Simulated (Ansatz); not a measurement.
ZrIr3:
```yaml
crystal:
  lattice:
    - [3.91073, 0.00000, 0.00000]
    - [0.00000, 3.91073, 0.00000]
    - [0.00000, 0.00000, 3.91073]
  atoms:
    - { symbol: Zr, position: [0.00000, 0.00000, 0.00000] }
    - { symbol: Ir, position: [0.50000, 0.50000, 0.00000] }
    - { symbol: Ir, position: [0.00000, 0.50000, 0.50000] }
    - { symbol: Ir, position: [0.50000, 0.00000, 0.50000] }
```

Relaxed with LDA. Special points in fractions of this cell's reciprocal vectors: Γ (0.000, 0.000, 0.000); X (0.000, 0.500, 0.000); M (0.500, 0.500, 0.000); R (0.500, 0.500, 0.500).

Task: List the band energies nearest the Fermi level at these points for the program Ansatz at the LDA level (PAW).

Result: In eV from the Fermi level; about four levels below and three above (degenerate sets whole), none deeper than 8.9 eV; points with the same levels are listed once.

| k | below | above |
|---|---|---|
| Γ | -2.38 -2.38 -2.38 -0.01 -0.01 | 1.34 1.93 1.93 1.93 |
| X | -1.75 -1.27 -1.11 -1.11 | 0.35 1.69 1.69 |
| M | -1.64 -1.64 -0.78 -0.72 | 2.52 2.52 2.94 |
| R | -2.43 -2.43 -2.43 -1.78 -1.78 -0.17 | 1.22 1.22 1.22 |

Space group Pm-3m (Cu3Au type). The first step of the workflow began from a Materials Project structure, measured or hypothetical; the Crystallography Open Database files this formula in space group No. 221, but the cells were not matched. Whether it is the stable phase at ambient conditions was not checked. Symmetry was held in the LDA relaxation; of distortions, only those at the zone centre were tested. No spin polarisation was allowed. Spin–orbit coupling is left out wherever it is not named.

Potentials: the later of the program's two PAW sets.
